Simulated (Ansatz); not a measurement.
A geometry of TiFe away from equilibrium: step 3 of the relaxation of a relaxed TiFe cell shaken by Gaussian noise of σ = 0.08 Å a coordinate. Level of theory: PBE (plane waves to 420 eV, PAW, scalar-relativistic; Ansatz, a program for electronic structure). Γ-centred k-mesh 7×7×7 on the run's cell (coarser than for final values), Fermi–Dirac smearing 0.05 eV. The plane waves were selected for a different cell earlier on the path.

```yaml
crystal:
  lattice:
    - [4.75179, -0.05407, 0.08424]
    - [-0.05407, 4.95167, -0.04939]
    - [0.08461, -0.04960, 4.80735]
  atoms:
    - { symbol: Fe, position: [0.29714, 0.66724, 0.97824] }
    - { symbol: Fe, position: [0.75611, 0.79589, 0.49025] }
    - { symbol: Fe, position: [0.15827, 0.17592, 0.53954] }
    - { symbol: Fe, position: [0.77900, 0.36223, 0.01929] }
    - { symbol: Ti, position: [0.28452, 0.18579, 0.03006] }
    - { symbol: Ti, position: [0.68920, 0.28499, 0.50130] }
    - { symbol: Ti, position: [0.26224, 0.69008, 0.49133] }
    - { symbol: Ti, position: [0.79158, 0.85116, 0.98870] }
```
Spin-polarised start, with parallel moments on Fe.

**Question.** Give the Cartesian forces on all atoms (eV/Å).

**Answer.** 
```json
[
 {"atom": "Fe1", "Fx": "0.28", "Fy": "-0.20", "Fz": "-0.18"},
 {"atom": "Fe2", "Fx": "0.11", "Fy": "-0.29", "Fz": "-0.13"},
 {"atom": "Fe3", "Fx": "0.03", "Fy": "-0.07", "Fz": "0.49"},
 {"atom": "Fe4", "Fx": "0.74", "Fy": "0.51", "Fz": "-0.37"},
 {"atom": "Ti5", "Fx": "0.36", "Fy": "-0.40", "Fz": "0.34"},
 {"atom": "Ti6", "Fx": "-0.60", "Fy": "0.10", "Fz": "0.61"},
 {"atom": "Ti7", "Fx": "-1.01", "Fy": "-0.13", "Fz": "-0.65"},
 {"atom": "Ti8", "Fx": "0.10", "Fy": "0.48", "Fz": "-0.11"}
]
```

The path ends in P1 (No. 1). Spin state reached: ferrimagnetic (net 0.27 μB/atom), from parallel starting moments; other spin orders were not run from this start.

The end of the path is a generated cell of TiFe: the first start was made by placing the elements on the sites of a structure type, and the end was not matched to a known phase here, so it may be hypothetical. Known forms of TiFe include space group No. 221.
